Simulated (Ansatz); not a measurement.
YbMg in the CsCl-type structure

Level of theory: DFT, PBEsol, scalar-relativistic, no spin polarisation; plane waves to 420 eV with PAW datasets (Ansatz 0.2.0), 8×8×8 k-mesh, Gaussian smearing of 0.05 eV; PAW files: Ansatz's generated set soft_2.

```yaml
crystal:
  lattice:
    - [3.80551, 0.00000, 0.00000]
    - [0.00000, 3.80551, 0.00000]
    - [0.00000, 0.00000, 3.80551]
  atoms:
    - { symbol: Yb, position: [0.00000, 0.00000, 0.00000] }
    - { symbol: Mg, position: [0.50000, 0.50000, 0.50000] }
```

The structure was built from a prototype; whether the compound forms in it isn't claimed.

Cell and atoms are those of this level's equilibrium.

The cell has space group Pm-3m (read at 0.01 Å). In it the stress is 0.00, 0.00, 0.00, 0.00, 0.00, 0.00 GPa and the largest force component 0.000 eV/Å. Each change below starts from this cell, without further relaxation. Stress is in GPa, positive in compression, in the order xx, yy, zz, yz, xz, xy; energies are counted from the cell above and are free energies with the smearing's entropy, which match forces and stress in a metal.

Q: One atom was moved along a Cartesian axis, and these forces appeared. Which atom, and about how far?
```tsv
atom	Fx (eV/Å)	Fy	Fz
Yb1	0.000	0.148	0.000
Mg2	0.000	-0.148	0.000
```

A: Atom 2 (Mg) is moved by 0.05 Å along y; the energy changes by 3.7 meV per cell. Moving the other atom the opposite way is the same thing.

Q: A single strain component, atoms carried along, gave the stress 0.01, 0.01, 0.00, 0.00, 0.00, 0.34. Which component, and about how large?

A: An engineering strain of -1 % in xy; the energy changes by 0.6 meV per cell.

Without a U the 4f levels of Yb lie too near the Fermi level, so their share of the states there, and what hangs on it, is overstated. Spin–orbit coupling, which matters for such heavy elements, is left out. Spin polarisation wasn't allowed in this run, so with an open shell this may not be the ground state.
